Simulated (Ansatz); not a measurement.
Input file for Ansatz (a program for electronic structure):

Ansatz 0.2 input:
```yaml
crystal:
  lattice:
    - [5.2291174799, 0.0, 0.0]
    - [0.0, 5.0178471022, 0.0]
    - [0.0, 0.0, 5.0420740915]
  atoms:
    - { symbol: Hf, position: [0.0328845797, 0.2675565433, 0.2423194151] }
    - { symbol: Hf, position: [0.9671154203, 0.7324434567, 0.7423194151] }
    - { symbol: Hf, position: [0.4671154203, 0.2675565433, 0.7423194151] }
    - { symbol: Hf, position: [0.5328845797, 0.7324434567, 0.2423194151] }
    - { symbol: O, position: [0.3680112052, 0.0717455928, 0.3798783668] }
    - { symbol: O, position: [0.6319887948, 0.9282544072, 0.8798783668] }
    - { symbol: O, position: [0.1319887948, 0.0717455928, 0.8798783668] }
    - { symbol: O, position: [0.8680112052, 0.9282544072, 0.3798783668] }
    - { symbol: O, position: [0.7340383348, 0.4596706758, 0.4908022183] }
    - { symbol: O, position: [0.2659616652, 0.5403293242, 0.9908022183] }
    - { symbol: O, position: [0.7659616652, 0.4596706758, 0.9908022183] }
    - { symbol: O, position: [0.2340383348, 0.5403293242, 0.4908022183] }
kpoints:
  mp_grid: { grid: [5, 5, 5] }
  band_path:
    path:
      - [[0.0, 0.0, 0.0], [0.5, 0.0, 0.0], [0.5, 0.5, 0.0], [0.0, 0.5, 0.0], [0.0, 0.0, 0.0], [0.0, 0.0, 0.5], [0.5, 0.0, 0.5], [0.5, 0.5, 0.5], [0.0, 0.5, 0.5], [0.0, 0.0, 0.5]]  # Γ-X-S-Y-Γ-Z-U-R-T-Z
      - [[0.5, 0.0, 0.0], [0.5, 0.0, 0.5]]  # X-U
      - [[0.0, 0.5, 0.0], [0.0, 0.5, 0.5]]  # Y-T
      - [[0.5, 0.5, 0.0], [0.5, 0.5, 0.5]]  # S-R
      - [VBM, CBM]
    npoints: 6
basis: { ecutwfc: 600, xc_grid: 2 }
hamiltonian:
  xc: pbesol
  pseudopotentials: { azcp: { folder: ./paw }, kind: paw_fr }
magnetization: { noncollinear: true, spin_orbit: true }
scf:
  n_extra_bands: 24
  convergence: { dr2_threshold: 0.0000000001 }
  occupations: { method: gaussian, width: 0.01 }
checkpoint: { write: soc.run }
output: { eigenvalues: true }
```

Output (shortened):

```
Pseudopotential: Hf, paw, valence charge 26
Pseudopotential: O, paw, valence charge 6
Functional definition: PBEsol
non-collinear run that drives no moment, with spin-orbit …
Crystal: 12 atoms, lattice volume = 132.299 Å³
Basis set: ecut = 600 eV, 4433 PW (Γ), exchange–correlation on 90×90×90 points (8 copies of the dense FFT grid, shifted against one another)
Bands: 176, of which v1, the nominal top of the filled ones, is band 152 counted from 1 (151 counted from 0)
Symmetry: 4 space group operations + 4 with time reversal
k-points: 27 of 125 (time reversal used)
Projection manifold: j_resolved (fully-relativistic pseudo-atomic orbitals)
SCF iter   1: F=—  HF=-66979.690393 eV  |F-HF|=—  |Δ(HF+E_count)|=         —  Δρ=9.41e-2  dr2=9.07e0  dr2_m=0.00e0 (ungated)  ethr=3.10e-3  |M|=0.00e0 ∫|m|=0.00e0 μB  |m|>n=0.0e0 m-floor=0.0e0 τ_xc=0.0e0  β_m=0.30  ⟨swp⟩=6.0  Hψ=19732  notcnv=0  defer=19
preconditioner: auto → Resta (q_TF=auto, 2.792 Å⁻¹)
spin=Noncollinear: Resta preconditioning applied to the charge; magnetization (m_x, m_y, m_z) channels mix plain (no charge-response kernel on spin).
SCF iter   2: F=—  HF=-66978.037017 eV  |F-HF|=—  |Δ(HF+E_count)|=    1.65e0  Δρ=5.90e-2  dr2=3.68e0  dr2_m=0.00e0 (ungated)  ethr=3.10e-3  |M|=0.00e0 ∫|m|=0.00e0 μB  |m|>n=0.0e0 m-floor=0.0e0 τ_xc=0.0e0  β_m=0.49  ⟨swp⟩=3.0  Hψ=9707  notcnv=0  defer=466
SCF iter   3: F=—  HF=-66977.061625 eV  |F-HF|=—  |Δ(HF+E_count)|=   9.75e-1  Δρ=2.29e-2  dr2=6.55e-1  dr2_m=0.00e0 (ungated)  ethr=2.42e-3  |M|=0.00e0 ∫|m|=0.00e0 μB  |m|>n=0.0e0 m-floor=0.0e0 τ_xc=0.0e0  β_m=0.53  ⟨swp⟩=3.0  Hψ=8553  notcnv=0  defer=466
SCF iter   4: F=—  HF=-66976.911152 eV  |F-HF|=—  |Δ(HF+E_count)|=   1.50e-1  Δρ=7.75e-3  dr2=5.92e-2  dr2_m=0.00e0 (ungated)  ethr=4.31e-4  |M|=0.00e0 ∫|m|=0.00e0 μB  |m|>n=0.0e0 m-floor=0.0e0 τ_xc=0.0e0  β_m=0.77  ⟨swp⟩=3.0  Hψ=8754  notcnv=0  defer=466
SCF iter   5: F=—  HF=-66976.945635 eV  |F-HF|=—  |Δ(HF+E_count)|=   3.45e-2  Δρ=3.10e-3  dr2=1.46e-2  dr2_m=0.00e0 (ungated)  ethr=3.90e-5  |M|=0.00e0 ∫|m|=0.00e0 μB  |m|>n=0.0e0 m-floor=0.0e0 τ_xc=0.0e0  β_m=0.70  ⟨swp⟩=2.1  Hψ=7726  notcnv=0  defer=464
SCF iter   6: F=—  HF=-66976.939128 eV  |F-HF|=—  |Δ(HF+E_count)|=   6.51e-3  Δρ=6.78e-4  dr2=6.77e-4  dr2_m=0.00e0 (ungated)  ethr=9.62e-6  |M|=0.00e0 ∫|m|=0.00e0 μB  |m|>n=0.0e0 m-floor=0.0e0 τ_xc=0.0e0  β_m=0.85  ⟨swp⟩=2.0  Hψ=8666  notcnv=0  defer=464
SCF iter   7: F=—  HF=-66976.940002 eV  |F-HF|=—  |Δ(HF+E_count)|=   8.74e-4  Δρ=3.74e-4  dr2=1.63e-4  dr2_m=0.00e0 (ungated)  ethr=4.45e-7  |M|=0.00e0 ∫|m|=0.00e0 μB  |m|>n=0.0e0 m-floor=0.0e0 τ_xc=0.0e0  β_m=0.93  ⟨swp⟩=2.0  Hψ=8576  notcnv=0  defer=464
SCF iter   8: F=—  HF=-66976.940020 eV  |F-HF|=—  |Δ(HF+E_count)|=   1.80e-5  Δρ=2.48e-4  dr2=6.58e-5  dr2_m=0.00e0 (ungated)  ethr=1.07e-7  |M|=0.00e0 ∫|m|=0.00e0 μB  |m|>n=0.0e0 m-floor=0.0e0 τ_xc=0.0e0  β_m=0.76  ⟨swp⟩=2.0  Hψ=7575  notcnv=0  defer=464
SCF iter  13: F=-66976.939927 eV  HF=-66976.939927 eV  |F-HF|=8.73e-11  |Δ(HF+E_count)|=  5.82e-11  Δρ=2.21e-7  dr2=5.07e-11  dr2_m=0.00e0 (ungated)  ethr=1.00e-12  |M|=0.00e0 ∫|m|=0.00e0 μB  |m|>n=0.0e0 m-floor=0.0e0 τ_xc=0.0e0  ⟨swp⟩=9.0  Hψ=21883  notcnv=0
SCF 1 converged in 13 iterations: F = -66976.939927 eV  dr2 = 5.07e-11
NSCF: frozen V_eff on 64 k-points
NSCF: frozen V_eff on 64 k-points
NSCF: frozen V_eff on 64 k-points
NSCF: frozen V_eff on 64 k-points
NSCF: frozen V_eff on 53 k-points
NSCF: frozen V_eff on 11 k-points
NSCF: frozen V_eff on 29 k-points
NSCF: frozen V_eff on 19 k-points
NSCF: frozen V_eff on 29 k-points
NSCF: frozen V_eff on 19 k-points
NSCF: frozen V_eff on 33 k-points
NSCF: frozen V_eff on 12 k-points
NSCF: frozen V_eff on 37 k-points
NSCF: frozen V_eff on 8 k-points
NSCF: frozen V_eff on 83 k-points
SCF converged after 13 iterations
Magnetization: |M| = 0.0000 μB,  M = (+0.0000, +0.0000, +0.0000) μB
Absolute magnetization: 0.0000 μB (∫|m|)
  site 0: m = (+0.0000, +0.0000, +0.0000) μB, |m| = 0.0000 μB  (R = 0.84 Å)
  site 1: m = (+0.0000, +0.0000, +0.0000) μB, |m| = 0.0000 μB  (R = 0.84 Å)
  site 2: m = (+0.0000, +0.0000, +0.0000) μB, |m| = 0.0000 μB  (R = 0.84 Å)
  site 3: m = (+0.0000, +0.0000, +0.0000) μB, |m| = 0.0000 μB  (R = 0.84 Å)
  site 4: m = (+0.0000, +0.0000, +0.0000) μB, |m| = 0.0000 μB  (R = 0.84 Å)
  site 5: m = (+0.0000, +0.0000, +0.0000) μB, |m| = 0.0000 μB  (R = 0.84 Å)
  site 6: m = (+0.0000, +0.0000, +0.0000) μB, |m| = 0.0000 μB  (R = 0.84 Å)
  site 7: m = (+0.0000, +0.0000, +0.0000) μB, |m| = 0.0000 μB  (R = 0.84 Å)
  site 8: m = (+0.0000, +0.0000, +0.0000) μB, |m| = 0.0000 μB  (R = 0.87 Å)
  site 9: m = (+0.0000, +0.0000, +0.0000) μB, |m| = 0.0000 μB  (R = 0.87 Å)
  site 10: m = (+0.0000, +0.0000, +0.0000) μB, |m| = 0.0000 μB  (R = 0.87 Å)
  site 11: m = (+0.0000, +0.0000, +0.0000) μB, |m| = 0.0000 μB  (R = 0.87 Å)
Free energy (F): -66976.939927 eV
Harris-Foulkes:  -66976.939927 eV  (|F-HF|=8.73e-11)
Internal energy: -66976.939927 eV  (E = F + TS)
E sigma→0 (E₀):  -66976.939927 eV
Fermi energy:    15.902957 eV
--- Per-component energies (eV) ---
  E_band       = -49.694427
  E_kinetic    = 2961.692132
  E_local      = -28426.644270  (includes V_loc(G=0)·N_el)
  E_nonlocal   = 735.579911
  E_hartree    = 13538.609397
  E_xc         = -1619.558418
  E_vxc        = -1739.160317  (∫ρ·V_xc dr)
  E_paw        = -31668.621969  (= ΣΔE_a)
  E_vpaw       = -658.381823  (= ΣTr[D̂ρ^β])
  E_aug_tail   = 0.001629  (compensation charges beyond the density's cutoff)
  E_ewald      = -22503.296515
  E_core_change = 5.298176  (= ΣΔE_core)
  E_smearing   =  0.000000  (= −TS)
  E_closure    =  0.000000  (closes the sum)
  Σ components = -66976.939927   (vs F -66976.939927, Δ=0.00e0)
  [band-id]    e_kinetic+e_local+e_nonlocal+2·e_hartree+e_vxc+e_vpaw+e_augmentation_tail = -49.693944   (vs E_band -49.694427, Δ=4.82e-4)
--- Band table (eV; the first three rows and the last of 27) ---
  k-point 0: bands = ["-46.4520", "-46.4520", "-46.4310", "-46.4310", "-46.4307", "-46.4307", "-46.4288", "-46.4288", "-20.8865", "-20.8865", "-20.8683", "-20.8683", "-20.8663", "-20.8663", "-20.7464", "-20.7464", "-13.5244", "-13.5244", "-13.5059", …
  k-point 1: bands = ["-46.4498", "-46.4498", "-46.4310", "-46.4310", "-46.4310", "-46.4310", "-46.4308", "-46.4308", "-20.8815", "-20.8815", "-20.8688", "-20.8688", "-20.8587", "-20.8587", "-20.7589", "-20.7589", "-13.5244", "-13.5244", "-13.4792", …
  k-point 2: bands = ["-46.4440", "-46.4440", "-46.4368", "-46.4368", "-46.4309", "-46.4309", "-46.4308", "-46.4308", "-20.8756", "-20.8756", "-20.8716", "-20.8716", "-20.8303", "-20.8303", "-20.7913", "-20.7913", "-13.4931", "-13.4931", "-13.4495", …
  k-point 26: bands = ["-46.4383", "-46.4383", "-46.4362", "-46.4362", "-46.4344", "-46.4344", "-46.4335", "-46.4335", "-20.8572", "-20.8529", "-20.8482", "-20.8462", "-20.8425", "-20.8399", "-20.8327", "-20.8293", "-13.4855", "-13.4758", "-13.4560", …
```

Cost: about 40 core-minutes (a rough figure) on shared cores.

Space group Pca2_1. Symmetry was held in the PBEsol relaxation. The run is not spin-polarised.

Potentials: the earlier of the program's two PAW sets. The files were generated under PBE; for other functionals the program regenerates the frozen cores, and for LDA and PBEsol the local potential too.

Ansatz is a plane-wave DFT program.
